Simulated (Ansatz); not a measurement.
A relaxed cell of Mg₄Se is given with its symmetry left out. The cell was found from a structure generator's guess, not taken from experiment.

Method: DFT PBE, scalar-relativistic, plane waves, PAW in Ansatz. Cutoff 420 eV, Γ-centred mesh, Gaussian smearing, no spin polarisation.

```
CELL_PARAMETERS angstrom
5.18410 0.00000 0.00000
-2.59205 4.48956 0.00000
0.00000 0.00000 7.59727
ATOMIC_POSITIONS crystal
Mg 0.33333 0.66667 0.00000
Mg 0.66667 0.33333 0.00000
Mg 0.00000 0.00000 0.81371
Mg 0.00000 0.00000 0.18629
Se 0.00000 0.00000 0.50000
```

The zero of energy is the elements' standard structures at the same level; no fitted shifts are applied.

Question: Find its symmetry and describe it.

Answer: P6/mmm (No. 191). Conventional cell: a = 5.184 Å, c = 7.597 Å. Mg on a site of symmetry -6m2 is surrounded by 3 Mg at 2.99 Å and 6 Mg at 3.31 Å; around Mg on a site of symmetry 6mm lie 1 Se at 2.38 Å, 1 Mg at 2.83 Å and 6 Mg at 3.31 Å; Se has 2 Mg at 2.38 Å.

Question: How far does it lie from the elements in energy?

Answer: +0.11 eV/atom. It can't be a ground state, since the elements alone are lower.

Question: Is it a metal?

Answer: Yes, bands cross the Fermi level on the 12×12×6 mesh.

The last run used a 12×12×6 mesh (in the run's order of axes) for its 5-atom cell and Gaussian smearing of 0.10 eV. The reference form of Se is held partly by dispersion forces, which this level lacks. A structure relaxed within its symmetry needn't be a true minimum. Another cell of Mg4Se relaxed alike, in P-3m1, lies 0.42 eV/atom lower, so this cell isn't the stable form at this level.
